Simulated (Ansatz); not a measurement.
GaS in space group P6_3/mmc (No. 194; Ga on 4f, S on 4f), the program Ansatz at the PBE+D3(BJ) level (PAW). The conduction-band minimum lies at M, with 3 equivalent valleys. Second derivatives d²E/dk² of the lowest band at one valley (eV·Å²), along Cartesian directions:

| direction | d²E/dk² |
|---|---|
| [100] | 29.79 |
| [010] | 1.596 |
| [001] | 7.986 |
| [110] | 15.71 |
| [101] | 18.88 |
| [011] | 4.794 |

**Question.** Find the principal effective masses, the density-of-states mass and the conductivity mass.

**Answer.** Off-diagonal terms follow from H_xy = H[110] − (H_xx + H_yy)/2, and m*/mₑ = 7.620 eV·Å² over each eigenvalue: 0.26, 0.95, 4.8. One valley's DOS mass (m₁m₂m₃)^(1/3) = 1.1, conductivity mass 3/(Σ 1/mᵢ) = 0.58 mₑ.

**Question.** What effective density of states Nc follows at 300 K for parabolic valleys?

**Answer.** Nc = 2.509e19 × 3 × (1.1)^(3/2) ≈ 8.7e19 cm⁻³.

**Question.** With the computed static dielectric constant 8.82 (mean of the diagonal), estimate a hydrogenic donor's binding energy and radius.

**Answer.** E = 13.606 eV × 0.58/8.82² ≈ 100 meV; a = 0.529 Å × ε/m* ≈ 8.0 Å. Semilocal masses tend to be too small when the gap is underestimated.

The PBE+D3(BJ) relaxation kept the symmetry of its start. Scalar-relativistic: spin–orbit coupling is off unless named, which matters more the heavier the elements.

Potentials: the later of the program's two PAW sets.
